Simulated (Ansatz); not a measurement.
**Stress against strain in MgB$_{2}$**

```xyz
3
Lattice="3.0850 0.0000 0.0000 -1.5425 2.6717 0.0000 0.0000 0.0000 3.5230" Properties=species:S:1:pos:R:3 pbc="T T T"
Mg    0.0000    0.0000    0.0000
B     0.0000    1.7811    1.7615
B     1.5425    0.8906    1.7615
```

Atoms are numbered in the order listed.

The geometry is COD entry 1000026, unchecked; take it as a test cell.

Method: Ansatz 0.2.0, DFT, LDA, all-electron LAPW, scalar-relativistic.

The runs use a Γ-centred 12×12×9 k mesh, Fermi–Dirac smearing of 0.05 eV, basis error target 0.5 meV/atom, no spin polarisation.

The strain is applied along the Cartesian axes of the cell as listed (γ is the engineering shear, twice εxy = εyz = εzx). Fractional coordinates are held (clamped ions).

σ is the change of stress from the unstrained cell, which is at -7.60 GPa; tension is positive, so slopes are stress–strain coefficients at that pressure. In a metal the k mesh adds noise.

Only quantities that a quadratic follows smoothly over the whole series are listed; rougher ones are left out.

```tsv
γ	σxy (GPa)	σyz (GPa)
-0.0300	-5.86	-2.24
-0.0100	-1.96	-0.74
0.0000	0.00	0.00
0.0100	1.94	0.72
0.0200	3.84	1.42
0.0300	5.66	2.07
```

Question: Fit the series and read off the stiffness at zero strain.

Answer: Least-squares fits y = p0 + p1 x + p2 x² to the rows give σxy (GPa): p1 = 193, p2 = -110; σyz (GPa): p1 = 72.1, p2 = -94.

Question: One run, at γ = -0.0200, is withheld. Predict its row.

Answer: The fits give -3.89, -1.48; the run gave -3.93, -1.50.
